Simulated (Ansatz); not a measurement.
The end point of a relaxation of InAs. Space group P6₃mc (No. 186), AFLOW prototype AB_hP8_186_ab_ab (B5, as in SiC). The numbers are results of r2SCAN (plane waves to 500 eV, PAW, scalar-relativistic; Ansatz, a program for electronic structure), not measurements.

```cif
data_As4In4
_chemical_formula_sum 'In4 As4'
_space_group_name_H-M_alt 'P63mc'
_space_group_IT_number 186
_space_group_name_Hall 'P 6c -2c'
_cell_length_a 4.31485
_cell_length_b 4.31485
_cell_length_c 14.13920
_cell_angle_alpha 90.000
_cell_angle_beta 90.000
_cell_angle_gamma 120.000
loop_
_atom_site_label
_atom_site_type_symbol
_atom_site_symmetry_multiplicity
_atom_site_Wyckoff_symbol
_atom_site_fract_x
_atom_site_fract_y
_atom_site_fract_z
_atom_site_occupancy
In1 In 2 a 0.00000 0.00000 0.99999 1
In2 In 2 b 0.33333 0.66667 0.25016 1
As1 As 2 a 0.00000 0.00000 0.31303 1
As2 As 2 b 0.33333 0.66667 0.06245 1
```

For InAs, the volume per atom comes out as 28.50 Å³, the density comes out as 5.53 g/cm³ and the band gap is 0.11 eV, direct at Γ (no spin-orbit coupling). The shortest distances is As–In 2.64 Å and the k-mesh is 9×9×3.

Band energies at high-symmetry points (eV from the VBM; labels of this space group; no spin-orbit coupling), from −5 eV up to 4.1 eV:

```csv
point,energies
Γ,-3.69 -3.67 -1.00 -1.00 -0.58 -0.58 -0.55 -0.55 -0.06 0.00 0.00 0.11 1.14 1.44 1.69
M,-3.06 -2.71 -2.30 -1.74 -1.74 -1.74 -1.26 -0.99 1.38 1.60 2.01 2.61 3.14 3.97
K,-3.54 -3.54 -2.71 -2.71 -2.50 -1.92 -1.92 -1.45 2.52 3.18 3.18 3.70 3.70
A,-1.85 -1.85 -0.88 -0.88 -0.88 -0.88 -0.18 -0.18 -0.18 -0.18 1.25 1.25 1.42 1.42
L,-2.70 -2.70 -2.15 -2.15 -1.76 -1.76 -1.24 -1.24 1.88 1.88 2.28 2.28 3.18 3.18
H,-3.44 -3.44 -2.93 -2.93 -2.01 -2.01 -1.76 -1.76 2.65 2.65 3.44 3.44
```

No spin polarisation in the result.

The run could not lose the symmetry of its start.

The first start was generated by placing the elements on the sites of a structure type. Materials Project lists a structure of InAs in the same space group, P6₃mc (No. 186); the sites were not compared with it, nor with measured phases. Known forms of InAs include space group No. 216.
